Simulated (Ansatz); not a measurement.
Relaxed-ion elastic tensor of WN2 in space group Pca2_1 (No. 29; W on 4a, N on 4a, N on 4a) in GPa (Voigt order), the program Ansatz at the PBEsol level (PAW); density 11.88 g/cm³, 9.87 Å³ per atom.

|  | 1 | 2 | 3 | 4 | 5 | 6 |
|---|---|---|---|---|---|---|
| 1 | 639 | 207 | 230 | 0.0 | 0.0 | 0.0 |
| 2 | 207 | 474 | 181 | 0.0 | 0.0 | 0.0 |
| 3 | 230 | 181 | 408 | 0.0 | 0.0 | 0.0 |
| 4 | 0.0 | 0.0 | 0.0 | 81.2 | 0.0 | 0.0 |
| 5 | 0.0 | 0.0 | 0.0 | 0.0 | 131 | 0.0 |
| 6 | 0.0 | 0.0 | 0.0 | 0.0 | 0.0 | 228 |

Problem. Is the crystal mechanically stable?

Solution. Yes: the smallest eigenvalue of C is 81.2 GPa.

Problem. Work out the Voigt, Reuss and Hill averages.

Solution. K_V = 306, K_R = 293, K_H = 300; G_V = 148, G_R = 131, G_H = 139 GPa.

Problem. Give Young's modulus, Poisson's ratio, Pugh's ratio and the universal anisotropy index.

Solution. E = 9KG/(3K + G) = 362 GPa; ν = 0.30; K/G = 2.15 (ductile by the Pugh limit of 1.75); A_U = 5G_V/G_R + K_V/K_R − 6 = 0.73.

Problem. Estimate the sound speeds and the Debye temperature.

Solution. v_l = √((K + 4G/3)/ρ) = 6390 m/s, v_t = √(G/ρ) = 3430 m/s, mean 3830 m/s; Θ = (h/k)(3n/4πV)^(1/3) v_m = 531 K.

Problem. Solve the Christoffel equation for the three sound speeds along x, y, z.

Solution. Eigenvalues of C_ijkl n_j n_l equal ρv² (piezoelectric stiffening left out). In km/s, slowest first: x 3.33, 4.38, 7.33; y 2.61, 4.38, 6.31; z 2.61, 3.33, 5.86.

Problem. How much does each axis shrink under pressure?

Solution. Linear compressibilities β_i = Σ_j S_ij (j = 1 to 3): x 0.60, y 1.3, z 1.6 per TPa.

The start of the workflow was typed in or built on a structure type; neither database checked (COD, Materials Project) lists it. Whether it is the stable phase at ambient conditions was not checked. The cell was relaxed with PBEsol under the symmetry of its start; its stability against distortions is not shown here. The workflow began spin-polarised and lost its moments. Scalar-relativistic: spin–orbit coupling is off unless named, which matters more the heavier the elements.

Potentials: the earlier of the program's two PAW sets. The files were generated under PBE; for other functionals the program regenerates the frozen cores, and for LDA and PBEsol the local potential too.
